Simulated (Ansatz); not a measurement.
input.yaml

```yaml
crystal:
  lattice:
    - [1.4114678589, -4.5686345912, 0.0]
    - [1.4114678589, 4.5686345912, 0.0]
    - [0.0, 0.0, 7.1207292408]
  atoms:
    - { symbol: Re, position: [0.5749494452, 0.4250505548, 0.25] }
    - { symbol: Re, position: [0.4250505548, 0.5749494452, 0.75] }
    - { symbol: Re, position: [0.8666460937, 0.1333539063, 0.064466332] }
    - { symbol: Re, position: [0.1333539063, 0.8666460937, 0.564466332] }
    - { symbol: Re, position: [0.1333539063, 0.8666460937, 0.935533668] }
    - { symbol: Re, position: [0.8666460937, 0.1333539063, 0.435533668] }
    - { symbol: B, position: [0.254282604, 0.745717396, 0.25] }
    - { symbol: B, position: [0.745717396, 0.254282604, 0.75] }
basis:
  ecutwfc: 420
kpoints:
  mp_grid: { grid: [12, 12, 6] }
hamiltonian:
  xc: pbesol
scf:
  occupations: { method: gaussian, width: 0.1 }
output:
  forces: true
  stress: true
  eigenvalues: true
relax:
  adjacent_minimum: "off"
  f_tol: 0.01
  max_steps: 30
  cell: { stress_tol: 0.1, fix: [volume] }
```

Launched with
```bash
ansatz run input.yaml --threads 2 --pin off --max-ram 5120MiB --backend cpu --events-out ev --progress --plain --runs-dir out
```

Theory: DFT PBEsol, scalar-relativistic, plane waves, PAW (Ansatz 0.2.0).

From the run's log, abridged:

```
Pseudopotentials: kind: paw
Pseudopotential: Re, paw, valence charge 15, recommended cutoff 420 eV (normal)
Pseudopotential: B, paw, valence charge 3, recommended cutoff 420 eV (normal)
Functional definition: PBEsol
Crystal: 8 atoms, lattice volume = 91.836 Å³
Basis set: ecut = 420 eV, 1777 PW (Γ), exchange–correlation on 64×64×96 points (8 copies of the dense FFT grid, shifted against one another)
Bands: 58, of which v1, the nominal top of the filled ones, is band 48 counted from 1 (47 counted from 0)
Symmetry: 8 space group operations
Space group: Cmcm (ITA 63), of the structure as read, at distance tolerance 4.5e-5 Å
k-points: 172 of 864
Initial density: superposition of atomic densities (neutral atoms: chi_scale 0, normalization atom), corrected by the library's trained network
Initial wavefunctions: pseudopotential atomic-orbital guess
Functional: x = pbesol(κ = 0.804, μ = 0.12345679), c = pbesol(β = 0.046)
SCF iter   1: F=—  HF=-64730.196104 eV  |F-HF|=—  |Δ(HF+E_count)|=         —  Δρ=9.42e-3  dr2=6.39e-2  ethr=1.77e-3  ⟨swp⟩=5.5  Hψ=34344  notcnv=0
SCF iter   2: F=—  HF=-64730.191299 eV  |F-HF|=—  |Δ(HF+E_count)|=   4.81e-3  Δρ=5.45e-3  dr2=2.28e-2  ethr=6.65e-5  ⟨swp⟩=1.0  Hψ=11528  notcnv=0
SCF iter   3: F=—  HF=-64730.187908 eV  |F-HF|=—  |Δ(HF+E_count)|=   3.39e-3  Δρ=4.28e-4  dr2=2.00e-4  ethr=2.37e-5  ⟨swp⟩=2.0  Hψ=13587  notcnv=0
SCF iter   4: F=—  HF=-64730.187863 eV  |F-HF|=—  |Δ(HF+E_count)|=   4.48e-5  Δρ=7.49e-5  dr2=2.73e-6  ethr=2.08e-7  ⟨swp⟩=2.0  Hψ=13603  notcnv=0
SCF iter   5: F=—  HF=-64730.187935 eV  |F-HF|=—  |Δ(HF+E_count)|=   7.11e-5  Δρ=1.41e-5  dr2=2.33e-7  ethr=2.84e-9  ⟨swp⟩=2.1  Hψ=14231  notcnv=0
SCF iter   6: F=-64730.187935 eV  HF=-64730.187935 eV  |F-HF|=2.64e-9  |Δ(HF+E_count)|=   5.79e-8  Δρ=2.46e-6  dr2=5.20e-9  ethr=1.04e-10  ⟨swp⟩=8.3  Hψ=37333  notcnv=0
SCF 1 converged in 6 iterations: F = -64730.187935 eV  dr2 = 5.20e-9
relax step   1: F+E_penalty+E_count = -64730.18793455 eV  Δ(F+E_penalty+E_count) = +0.000e0 eV  max|allowed force component| = 8.917e-2 eV/Å  Δτ_max = 0.0000 Å  P = +27.948 GPa  Ω = 91.836 Å³  fix = [volume]  reactions: volume +27.948 GPa (6 SCF iters, dr2 threshold 1.00e-7 eV, accepted)
Initial density: handed on by an earlier stage of this run
Initial wavefunctions: those handed on with the density
SCF iter   1: F=—  HF=-64730.188736 eV  |F-HF|=—  |Δ(HF+E_count)|=         —  Δρ=1.13e-3  dr2=1.27e-3  ethr=1.36e-6  ⟨swp⟩=2.0  Hψ=36503  notcnv=0
SCF iter   2: F=—  HF=-64730.188482 eV  |F-HF|=—  |Δ(HF+E_count)|=   2.53e-4  Δρ=6.41e-4  dr2=4.32e-4  ethr=1.32e-6  ⟨swp⟩=1.0  Hψ=9984  notcnv=0
SCF iter   3: F=—  HF=-64730.188422 eV  |F-HF|=—  |Δ(HF+E_count)|=   6.07e-5  Δρ=7.22e-5  dr2=5.81e-6  ethr=4.50e-7  ⟨swp⟩=2.0  Hψ=14121  notcnv=0
SCF iter   4: F=-64730.188420 eV  HF=-64730.188420 eV  |F-HF|=5.54e-8  |Δ(HF+E_count)|=   1.73e-6  Δρ=1.30e-5  dr2=1.06e-7  ethr=6.05e-9  ⟨swp⟩=2.0  Hψ=14138  notcnv=0
SCF iter   5: F=-64730.188420 eV  HF=-64730.188420 eV  |F-HF|=2.00e-9  |Δ(HF+E_count)|=   1.90e-8  Δρ=2.18e-6  dr2=3.91e-9  ethr=1.10e-10  ⟨swp⟩=2.0  Hψ=14076  notcnv=0
SCF iter   6: F=-64730.188420 eV  HF=-64730.188420 eV  |F-HF|=4.37e-11  |Δ(HF+E_count)|=  9.97e-10  Δρ=2.81e-7  dr2=7.38e-11  ethr=4.08e-12  ⟨swp⟩=1.2  Hψ=25071  notcnv=0
the search or the solves at the SCF's close seem to have found levels that the self-consistency loop had missed (the run counts 1). By its estimate they hold under 1e-12 electrons; where the run keeps them, the occupations were computed again with them
SCF 2 converged in 6 iterations: F = -64730.188420 eV  dr2 = 7.38e-11
relax step   2: F+E_penalty+E_count = -64730.18841992 eV  Δ(F+E_penalty+E_count) = -4.854e-4 eV  max|allowed force component| = 5.100e-2 eV/Å  Δτ_max = 0.0066 Å  P = +27.797 GPa  Ω = 91.836 Å³  energy of the carried Pulay correction = +8.483e-15 eV  fix = [volume]  reactions: volume +27.797 GPa (6 SCF iters, dr2 threshold 4.97e-7 eV, accepted)
SCF iter   1: F=—  HF=-64730.188977 eV  |F-HF|=—  |Δ(HF+E_count)|=         —  Δρ=3.84e-4  dr2=1.29e-4  ethr=1.14e-7  ⟨swp⟩=3.0  Hψ=43572  notcnv=0
SCF iter   2: F=—  HF=-64730.189023 eV  |F-HF|=—  |Δ(HF+E_count)|=   4.66e-5  Δρ=2.17e-4  dr2=4.51e-5  ethr=1.14e-7  ⟨swp⟩=1.0  Hψ=9976  notcnv=0
SCF iter   3: F=—  HF=-64730.189007 eV  |F-HF|=—  |Δ(HF+E_count)|=   1.58e-5  Δρ=2.66e-5  dr2=8.84e-7  ethr=4.70e-8  ⟨swp⟩=2.0  Hψ=13937  notcnv=0
SCF iter   4: F=-64730.189007 eV  HF=-64730.189007 eV  |F-HF|=9.94e-9  |Δ(HF+E_count)|=   2.84e-7  Δρ=5.34e-6  dr2=1.87e-8  ethr=9.21e-10  ⟨swp⟩=2.0  Hψ=14017  notcnv=0
SCF iter   5: F=-64730.189007 eV  HF=-64730.189007 eV  |F-HF|=5.53e-10  |Δ(HF+E_count)|=   5.52e-9  Δρ=8.69e-7  dr2=8.38e-10  ethr=1.95e-11  ⟨swp⟩=2.0  Hψ=14126  notcnv=0
SCF iter   6: F=-64730.189007 eV  HF=-64730.189007 eV  |F-HF|=1.46e-11  |Δ(HF+E_count)|=  2.33e-10  Δρ=1.39e-7  dr2=2.86e-11  ethr=1.00e-12  ⟨swp⟩=1.1  Hψ=24764  notcnv=0
SCF 3 converged in 6 iterations: F = -64730.189007 eV  dr2 = 2.86e-11
relax step   3: F+E_penalty+E_count = -64730.18900716 eV  Δ(F+E_penalty+E_count) = -5.872e-4 eV  max|allowed force component| = 5.434e-3 eV/Å  Δτ_max = 0.0016 Å  P = +27.836 GPa  Ω = 91.836 Å³  energy of the carried Pulay correction = +2.639e-16 eV  fix = [volume]  reactions: volume +27.836 GPa (6 SCF iters, dr2 threshold 8.00e-7 eV, accepted)
Initial wavefunctions: pseudopotential atomic-orbital guess (no wavefunctions were taken with the density)
SCF iter   1: F=—  HF=-64730.188935 eV  |F-HF|=—  |Δ(HF+E_count)|=         —  Δρ=1.88e-6  dr2=5.34e-10  ethr=2.18e-8  ⟨swp⟩=4.0  Hψ=61821  notcnv=0
SCF iter   2: F=—  HF=-64730.189009 eV  |F-HF|=—  |Δ(HF+E_count)|=   7.42e-5  Δρ=9.22e-7  dr2=1.17e-10  ethr=1.00e-12  ⟨swp⟩=3.0  Hψ=24475  notcnv=0
SCF iter   3: F=-64730.189009 eV  HF=-64730.189009 eV  |F-HF|=2.18e-11  |Δ(HF+E_count)|=  3.64e-11  Δρ=4.21e-7  dr2=2.52e-11  ethr=1.00e-12  ⟨swp⟩=1.0  Hψ=9976  notcnv=0
SCF iter   4: F=-64730.189009 eV  HF=-64730.189009 eV  |F-HF|=2.18e-11  |Δ(HF+E_count)|=  7.28e-12  Δρ=2.17e-8  dr2=4.22e-13  ethr=1.00e-12  ⟨swp⟩=1.0  Hψ=9976  notcnv=0
SCF iter   5: F=-64730.189009 eV  HF=-64730.189009 eV  |F-HF|=0.00e0  |Δ(HF+E_count)|=  2.91e-11  Δρ=4.25e-9  dr2=2.56e-14  ethr=1.00e-12  ⟨swp⟩=1.0  Hψ=9976  notcnv=0
SCF iter   6: F=-64730.189009 eV  HF=-64730.189009 eV  |F-HF|=1.46e-11  |Δ(HF+E_count)|=  1.46e-11  Δρ=1.09e-9  dr2=1.21e-15  ethr=1.00e-12  ⟨swp⟩=1.0  Hψ=9976  notcnv=0
SCF iter   7: F=-64730.189009 eV  HF=-64730.189009 eV  |F-HF|=7.28e-12  |Δ(HF+E_count)|=  1.46e-11  Δρ=6.49e-10  dr2=2.95e-16  ethr=1.00e-12  ⟨swp⟩=1.0  Hψ=20640  notcnv=0
SCF 4 converged in 7 iterations: F = -64730.189009 eV  dr2 = 2.95e-16
SCF converged after 7 iterations
Free energy (F): -64730.189009 eV
Harris-Foulkes:  -64730.189009 eV  (|F-HF|=7.28e-12)
Internal energy: -64730.169449 eV  (E = F + TS)
E sigma→0 (E₀):  -64730.179229 eV
Entropy (-TS):   -0.019561 eV (-2.445 meV/atom)
Fermi energy:    25.425344 eV
--- Per-component energies (eV) ---
  E_band       = -261.017003
  E_kinetic    = 3385.230368
  E_local      = -4431.059183  (includes V_loc(G=0)·N_el)
  E_nonlocal   = 325.798410
  E_hartree    = 1629.729864
  E_xc         = -2486.812509
  E_vxc        = -1920.197365  (∫ρ·V_xc dr)
  E_paw        = -51337.850322  (= ΣΔE_a)
  E_vpaw       = -880.248485  (= ΣTr[D̂ρ^β])
  E_aug_tail   = -0.000475  (compensation charges beyond the density's cutoff)
  E_ewald      = -11816.634592
  E_core_change = 1.428991  (= ΣΔE_core)
  E_smearing   = -0.019561  (= −TS)
--- Forces (eV/Å), atoms counted from 1 ---
  atom   1  Re     0.00000000    -0.00541654     0.00000000
  atom   2  Re     0.00000000     0.00541654     0.00000000
  atom   3  Re     0.00000000    -0.00369150    -0.00543580
  atom   4  Re     0.00000000     0.00369150    -0.00543580
  atom   5  Re     0.00000000     0.00369150     0.00543580
  atom   6  Re     0.00000000    -0.00369150     0.00543580
  atom   7  B      0.00000000     0.00292548     0.00000000
  atom   8  B      0.00000000    -0.00292548     0.00000000
--- Stress (GPa, compression-positive) ---
       27.810783       0.000000       0.000000
        0.000000      27.881706       0.000000
        0.000000       0.000000      27.814127
  P = ⅓ Tr σ = 27.8355 GPa (278.355 kbar)
--- Band table (eV; the first three rows and the last of 172) ---
  k-point 0: bands = ["-54.8595", "-54.7693", "-54.7624", "-54.7144", "-54.7049", "-54.6811", "-17.4605", "-17.2757", "-17.1092", "-17.0584", "-17.0533", "-16.9486", "-16.8048", "-16.6773", "-16.5428", "-16.5154", "-16.4932", "-16.4514", "-16.3559", "-16.3009", "-16.2720", "-16.2585", "-16.1736", "-16.1000", "12.7102", "14.9490", "17.0070", "17.0578", "18.4671", "19.3945", "19.6166", "19.8393", "19.8524", "20.8075", "21.1670", "21.3394", "21.5177", "22.2659", "22.3633", "22.3815", "22.7981", "22.8228", "23.0456", "23.2807", "23.6504", "23.7634", "24.4934", "24.6143", "25.4083", "25.4704", "25.7401", "25.7574", "26.9166", "27.0009", "27.3517", "27.6211", "28.1730", "28.4525"]
  k-point 1: bands = ["-54.8560", "-54.7877", "-54.7472", "-54.7112", "-54.7074", "-54.6822", "-17.4469", "-17.3004", "-17.2071", "-17.1134", "-16.9347", "-16.9203", "-16.7147", "-16.6698", "-16.5513", "-16.5382", "-16.4976", "-16.4559", "-16.3427", "-16.3323", "-16.2631", "-16.2617", "-16.1733", "-16.1286", "12.8223", "14.7256", "16.9930", "17.3263", "18.4667", "18.9275", "19.5935", "19.7028", "20.2112", "20.7855", "21.1810", "21.4760", "21.6092", "22.0559", "22.1643", "22.4044", "22.9571", "23.0933", "23.1162", "23.1275", "23.7271", "23.8618", "24.2883", "24.4536", "25.3547", "25.6661", "25.7651", "25.8566", "27.0061", "27.1184", "27.4437", "27.7598", "28.1304", "28.2737"]
  k-point 2: bands = ["-54.8457", "-54.8096", "-54.7335", "-54.7139", "-54.7028", "-54.6861", "-17.4092", "-17.3404", "-17.2829", "-17.2154", "-16.8399", "-16.7960", "-16.6485", "-16.5824", "-16.5798", "-16.5669", "-16.4949", "-16.4676", "-16.4069", "-16.3159", "-16.2721", "-16.2692", "-16.1871", "-16.1780", "13.1449", "14.2100", "17.2352", "17.7325", "18.2617", "18.4177", "19.4921", "19.5242", "20.5050", "20.6984", "21.2440", "21.6694", "21.7743", "21.8253", "22.1076", "22.4621", "23.0280", "23.1251", "23.2037", "23.3102", "23.8289", "23.8403", "23.9722", "24.3513", "25.3537", "25.7561", "25.9219", "26.0865", "27.2390", "27.3602", "27.6521", "27.8828", "27.9045", "28.0490"]
  k-point 171: bands = ["-54.7977", "-54.7977", "-54.7518", "-54.7518", "-54.6967", "-54.6967", "-17.4414", "-17.4414", "-16.9921", "-16.9921", "-16.8599", "-16.8599", "-16.6890", "-16.6890", "-16.5665", "-16.5665", "-16.3947", "-16.3947", "-16.3780", "-16.3780", "-16.3206", "-16.3206", "-16.2920", "-16.2920", "14.7033", "14.7033", "16.6568", "16.6568", "17.3914", "17.3914", "19.2640", "19.2640", "20.4903", "20.4903", "21.5379", "21.5379", "21.7432", "21.7432", "22.4693", "22.4693", "22.8500", "22.8500", "23.1146", "23.1146", "24.6566", "24.6566", "24.6878", "24.6878", "25.6334", "25.6334", "26.0465", "26.0465", "26.9027", "26.9027", "27.6314", "27.6314", "28.3600", "28.3600"]
--- Relaxed structure (3 steps of the walk, 3 accepted, 1 SCFs on fresh bases) ---
  F+E_penalty+E_count = -64730.18900931 eV   max|allowed force component| = 5.436e-3 eV/Å   (the final SCF, on the basis selected at the relaxed cell)
  cell:  # Å, volume = 91.8358 Å³
    - [1.41169732, -4.56970994, 0.0]
    - [1.41169732, 4.56970994, 0.0]
    - [0.0, 0.0, 7.11789641]
  atoms:
    - { symbol: Re, position: [0.57440630, 0.42559369, 0.25] }
    - { symbol: Re, position: [0.42559369, 0.57440630, 0.75] }
    - { symbol: Re, position: [0.86641459, 0.13358540, 0.06394774] }
    - { symbol: Re, position: [0.13358540, 0.86641459, 0.56394774] }
    - { symbol: Re, position: [0.13358540, 0.86641459, 0.93605225] }
    - { symbol: Re, position: [0.86641459, 0.13358540, 0.43605225] }
    - { symbol: B, position: [0.25407412, 0.74592587, 0.25] }
    - { symbol: B, position: [0.74592587, 0.25407412, 0.75] }
```

The relaxation met its thresholds.

Time: 97 s on 2 threads of Arm Neoverse V2 (shared host), peak memory 0.85 GiB.

Spin–orbit coupling is left out, which can shift energies with elements as heavy as these.